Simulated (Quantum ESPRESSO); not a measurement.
## Band energies of CsAgCl₂

```
CsAgCl2
1.0
    5.06837     0.00000     0.00000
    0.00000     5.06837     0.00000
    0.00000     0.00000     9.85873
Cl Ag Cs
4 2 2
Direct
  0.00000   0.50000   0.64528
  0.50000   0.00000   0.35472
  0.50000   0.50000   0.00000
  0.00000   0.00000   0.00000
  0.00000   0.50000   0.90107
  0.50000   0.00000   0.09893
  0.50000   0.00000   0.70472
  0.00000   0.50000   0.29528
```

norm-conserving LDA (Quantum ESPRESSO, 86 Ry, scalar-relativistic); path ΓXMΓZRAZ,XR,MA; energies in eV from the valence-band maximum.

```csv
k (1/Å),point,band 38,band 39,band 40,band 41,band 42,band 43,band 44,band 45
0.00,Γ,-1.03,-0.81,-0.81,-0.67,-0.32,1.94,2.95,4.19
0.21,,-1.09,-1.01,-0.82,-0.57,-0.39,2.41,3.27,4.56
0.41,,-1.11,-0.95,-0.84,-0.73,-0.58,3.36,3.97,5.24
0.62,X,-1.14,-0.89,-0.89,-0.78,-0.78,4.12,4.12,5.52
0.83,,-1.29,-0.95,-0.95,-0.50,-0.50,4.21,4.21,5.27
1.24,M,-1.31,-1.15,-1.15,0.00,0.00,4.42,4.42,4.57
1.42,,-1.32,-1.14,-1.02,-0.19,-0.03,4.19,4.60,4.64
1.59,,-1.31,-1.15,-0.76,-0.57,-0.11,3.68,4.41,5.12
1.77,,-1.22,-1.13,-0.87,-0.53,-0.26,2.98,3.79,5.01
1.94,,-1.03,-1.00,-0.96,-0.46,-0.37,2.28,3.19,4.46
2.12,Γ,-1.03,-0.81,-0.81,-0.67,-0.32,1.94,2.95,4.19
2.12,Z,-0.93,-0.86,-0.86,-0.67,-0.43,2.42,3.09,4.01
2.32,,-0.99,-0.93,-0.86,-0.55,-0.47,2.84,3.42,4.34
2.53,,-0.92,-0.91,-0.86,-0.74,-0.59,3.69,4.13,5.06
2.74,R,-1.06,-0.88,-0.88,-0.76,-0.76,4.33,4.33,5.50
2.89,,-1.26,-0.83,-0.83,-0.59,-0.59,4.36,4.36,5.36
3.20,,-1.31,-0.96,-0.96,-0.09,-0.09,4.40,4.40,5.05
3.36,A,-1.28,-1.00,-1.00,0.00,0.00,4.39,4.39,4.99
3.50,,-1.29,-0.99,-0.93,-0.13,-0.02,4.36,4.40,4.98
3.65,,-1.33,-0.99,-0.78,-0.41,-0.08,4.11,4.39,5.16
3.79,,-1.32,-0.96,-0.68,-0.62,-0.18,3.67,4.18,4.98
4.09,,-0.99,-0.91,-0.88,-0.51,-0.45,2.64,3.26,4.17
4.23,Z,-0.93,-0.86,-0.86,-0.67,-0.43,2.42,3.09,4.01
4.23,X,-1.14,-0.89,-0.89,-0.78,-0.78,4.12,4.12,5.52
4.39,,-1.10,-0.88,-0.88,-0.77,-0.77,4.21,4.21,5.53
4.55,R,-1.06,-0.88,-0.88,-0.76,-0.76,4.33,4.33,5.50
4.55,M,-1.31,-1.15,-1.15,0.00,0.00,4.42,4.42,4.57
4.87,A,-1.28,-1.00,-1.00,0.00,0.00,4.39,4.39,4.99
```

The LDA gap is indirect, 1.94 eV, from M to Γ; the smallest direct gap is 2.26 eV.

Spin-orbit splittings are left out.

Geometry of the Materials Project entry, not relaxed at this level.

The structure is a Materials Project entry; no match was found in the copy of COD used, and its stability was not checked.
